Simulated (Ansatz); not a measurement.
Values for one crystal, relaxed and computed with the program Ansatz at the PBE level (PAW); other levels are named.

```yaml
volume_per_atom: 17.39 Å³
electronic_character: metallic (no gap)
Pressure derivative B′: 3.6
Bulk modulus (Birch–Murnaghan fit): 112 GPa
Density of states at the Fermi level: 0.91 states/eV per atom (mean over ±0.08 eV)
```

Question: Pick the material that matches.
A) Ru, hcp (Mg type)
B) Sc, hcp (Mg type)
C) Rh, fcc (Cu type)
D) Ti, hcp (Mg type)

Answer: D, Ti, hcp (Mg type)

Space group P6_3/mmc (hcp (Mg type)). Symmetry was held in the PBE relaxation. No spin polarisation was allowed.

Potentials: the earlier of the program's two PAW sets.
